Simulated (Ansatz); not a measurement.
SnC (CsCl type, space group No. 221) under volume change, PBEsol (plane waves, PAW; program Ansatz), scaled uniformly.

```
V (Å³/atom)  E − E(relaxed) (meV/atom)  P (GPa)
-----------  -------------------------  -------
12.994                             [?]      [?]
13.422                             [?]      [?]
13.851                             4.6     3.52
14.279                             0.0    -0.01
14.708                             4.3    -3.12
15.136                            16.2    -5.67
15.564                            34.2    -7.68
```

Question: Complete the blanks.

Answer: 
- 12.994, E − E(relaxed) (meV/atom): 45.2
- 12.994, P (GPa): 12.28
- 13.422, E − E(relaxed) (meV/atom): 19.1
- 13.422, P (GPa): 7.43

Question: What does a third-order Birch–Murnaghan fit give for V₀, B₀ and B′?

Answer: V₀ = 14.27 Å³/atom, B₀ = 107 GPa, B′ = 4.2.

Space group Pm-3m (CsCl type). The cell is a constructed one: a structure type filled with these elements; neither database checked (COD, Materials Project) lists it. Whether it is the stable phase at ambient conditions was not checked. The PBEsol relaxation kept the symmetry of its start. At this level the phase is dynamically unstable (imaginary phonons). Scalar-relativistic: spin–orbit coupling is off unless named, which matters more the heavier the elements.

Potentials: the later of the program's two PAW sets.
